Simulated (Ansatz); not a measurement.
# Y$_{2}$N, first-principles data

Y$_{2}$N:
```cif
data_NY2
_chemical_formula_sum 'N1 Y2'
_space_group_name_H-M_alt 'P 1'
_space_group_IT_number 1
_cell_length_a 3.51076
_cell_length_b 3.51076
_cell_length_c 5.97515
_cell_angle_alpha 90.000
_cell_angle_beta 90.000
_cell_angle_gamma 120.000
loop_
_space_group_symop_operation_xyz
  'x, y, z'
loop_
_atom_site_label
_atom_site_type_symbol
_atom_site_fract_x
_atom_site_fract_y
_atom_site_fract_z
_atom_site_occupancy
N1 N 0.00000 0.00000 0.00000 1
Y1 Y 0.33333 0.66667 0.22229 1
Y2 Y 0.66667 0.33333 0.77771 1
```

Space group P-3m1 (No. 164), anti-CdI2 type; conventional cell a = 3.5108 Å, b = 3.5108 Å, c = 5.9751 Å, α = 90.00°, β = 90.00°, γ = 120.00°.

Method: PBE (plane waves, PAW; program Ansatz). Structure relaxed to zero pressure with the same functional. Other levels are named where they apply.

### Cell and energy

```
Item                                                           Value
-----------------------------------------------------  -------------
Volume per atom                                             21.26 Å³
Density                                                   4.99 g/cm³
Formation energy from the elements (no fitted shifts)  -1.04 eV/atom
```

### Electronic structure

```
Quantity                                                                   Result
------------------------------------  -------------------------------------------
Electronic character                                            metallic (no gap)
Density of states at the Fermi level  1.2 states/eV per atom (mean over ±0.08 eV)
Gap with spin–orbit coupling                                      none (metallic)
```

### Mechanics

```
Item                                   Value
----------------------------------  --------
Bulk modulus (Birch–Murnaghan fit)  72.3 GPa
Pressure derivative B′                   4.1
```

A made-up cell: these elements were put on the sites of a structure type; neither database checked (COD, Materials Project) lists it. Whether it is the stable phase at ambient conditions was not checked. The cell was relaxed with PBE under the symmetry of its start; its stability against distortions is not shown here. The run is not spin-polarised. With an odd number of electrons in the cell and no spin polarisation, the count alone makes it a metal. The references are the lowest solids computed at this level, not always the standard phases (solids in place of the gases). Spin–orbit coupling is left out wherever it is not named.

Potentials: the later of the program's two PAW sets.
